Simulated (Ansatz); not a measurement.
Data:

Y₃Ga₂:
```
Y3Ga2
1.0
   -5.82947     5.82947     7.42061
    5.82947    -5.82947     7.42061
    5.82947     5.82947    -7.42061
Y Ga
24 16
Direct
  0.14629   0.64629   0.50000
  0.85371   0.35371   0.50000
  0.64629   0.14629   0.50000
  0.35371   0.85371   0.50000
  0.66851   0.16851   0.83703
  0.33149   0.83149   0.16297
  0.16851   0.33149   0.50000
  0.83149   0.66851   0.50000
  0.06618   0.93143   0.27046
  0.93382   0.06857   0.72954
  0.93143   0.66097   0.86525
  0.06857   0.33903   0.13475
  0.66097   0.79572   0.72954
  0.33903   0.20428   0.27046
  0.79572   0.06618   0.13475
  0.20428   0.93382   0.86525
  0.43382   0.70428   0.86525
  0.56618   0.29572   0.13475
  0.56857   0.43382   0.72954
  0.43143   0.56618   0.27046
  0.83903   0.56857   0.13475
  0.16097   0.43143   0.86525
  0.70428   0.83903   0.27046
  0.29572   0.16097   0.72954
  0.75000   0.75000   0.00000
  0.25000   0.25000   0.00000
  0.00000   0.00000   0.00000
  0.50000   0.50000   0.00000
  0.11797   0.61797   0.73593
  0.88203   0.38203   0.26407
  0.61797   0.88203   0.50000
  0.38203   0.11797   0.50000
  0.87879   0.37879   0.85643
  0.12121   0.62121   0.14357
  0.37879   0.52237   0.50000
  0.62121   0.47763   0.50000
  0.52237   0.02237   0.14357
  0.47763   0.97763   0.85643
  0.02237   0.87879   0.50000
  0.97763   0.12121   0.50000
```

This is the r²SCAN-relaxed structure.

All from DFT-r²SCAN in the program Ansatz with PAW potentials, unless another level is named. Give the formation energy from the elements (no fitted shifts).

-675 meV/atom.

Predict the density of states at the Fermi level.

0.52 states/eV per atom (mean over ±0.08 eV).

Space group I4/mcm. The workflow started from a Materials Project entry (that database holds measured and hypothetical structures alike); the Crystallography Open Database copy checked does not list it. Its standing as an ambient phase is unchecked. The r²SCAN relaxation kept the symmetry of its start; its stability against distortions is not shown here. The run is not spin-polarised. The references are the lowest solids computed at this level, not always the standard phases. Scalar-relativistic: spin–orbit coupling is off unless named, which matters more the heavier the elements.

Potentials: the later of the program's two PAW sets.
